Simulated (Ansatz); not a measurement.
The start is a relaxed Bi2Se3 cell with every coordinate shifted by Gaussian noise of σ = 0.3 Å. The cell and all atomic positions are relaxed at zero pressure with PBEsol (plane waves to 420 eV, PAW, scalar-relativistic; Ansatz, an electronic-structure program). The first steps use a coarse 7×7×7 k-mesh.

Initial structure:
```
CELL_PARAMETERS angstrom
      2.06616     1.19290     9.51420
     -2.06616     1.19290     9.51420
      0.00000    -2.38580     9.51420
ATOMIC_POSITIONS crystal
  Bi 0.31677 0.43417 0.43926
  Bi 0.61777 0.59161 0.57914
  Se 0.02090 0.13216 0.85299
  Se 0.22062 0.18739 0.24436
  Se 0.74251 0.92640 0.67718
```

What pressure does the first self-consistent step give?

+9.4 GPa (positive: the cell is compressed).

What is the largest force in the starting geometry, and on which atom (counted from 1)?

3.72 eV/Å, on Bi1 (atoms numbered as listed).

Is the parent structure recovered?

It returns to the parent structure, R-3m (No. 166).

How do the shortest distances between atoms change?

The closest pairs of elements (up to four, under 3.6 Å), start → end: Bi–Se 2.44 → 2.85 Å; Se–Se 3.52 → 3.50 Å.

Is the relaxed structure metallic? Give its gap.

0.11 eV, direct at Γ (no spin-orbit coupling).

Final values are on a 9×9×9 k-mesh of the relaxed cell. No spin polarisation in the result. Without spin-orbit coupling the bands of the heavy element are not split, so the gap can be far off.
